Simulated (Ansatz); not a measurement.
KMgF$_{3}$:
```
CELL_PARAMETERS angstrom
      3.98369     0.00000     0.00000
      0.00000     3.98369     0.00000
      0.00000     0.00000     3.98369
ATOMIC_POSITIONS crystal
  K  0.50000 0.50000 0.50000
  Mg 0.00000 0.00000 0.00000
  F  0.00000 0.50000 0.00000
  F  0.50000 0.00000 0.00000
  F  0.00000 0.00000 0.50000
```

Relaxed with r²SCAN. r²SCAN in the plane-wave PAW code Ansatz gives a gap of 8.29 eV.

Task: What gap does HSE06 give on the same cell (Ansatz, PAW)?

Result: 9.59 eV, 1.30 eV more. The hybrid was solved on a coarser mesh and at special points; the gap given is the minimum over both.

```csv
k,v1 r²SCAN,c1 r²SCAN,v1 HSE06,c1 HSE06
Γ,-0.31,8.29,-0.30,9.59
R,0.00,11.41,?,?
M,-0.02,11.91,?,?
X,-0.53,11.03,?,?
```

Task: Top valence (v1) and lowest conduction level (c1) in eV from each method's valence maximum (which need not be a listed point): supply the withheld HSE06 values.

Result: 
- R, v1 HSE06: 0.00
- R, c1 HSE06: 12.88
- X, v1 HSE06: -0.53
- X, c1 HSE06: 12.45
- M, v1 HSE06: -0.02
- M, c1 HSE06: 13.43

Cost on shared cores: the r²SCAN run (SCF on a 7×7×7 mesh, then bands and DOS) about 50 core-seconds (a rough figure), the HSE06 run (SCF on 4×4×4, then a few points) around 80 core-seconds (rough); the tasks are unlike.

Space group Pm-3m (cubic perovskite). Symmetry was held in the r²SCAN relaxation.

Potentials: the earlier of the program's two PAW sets. The files were generated under PBE; for other functionals the program regenerates the frozen cores, and for LDA and PBEsol the local potential too.
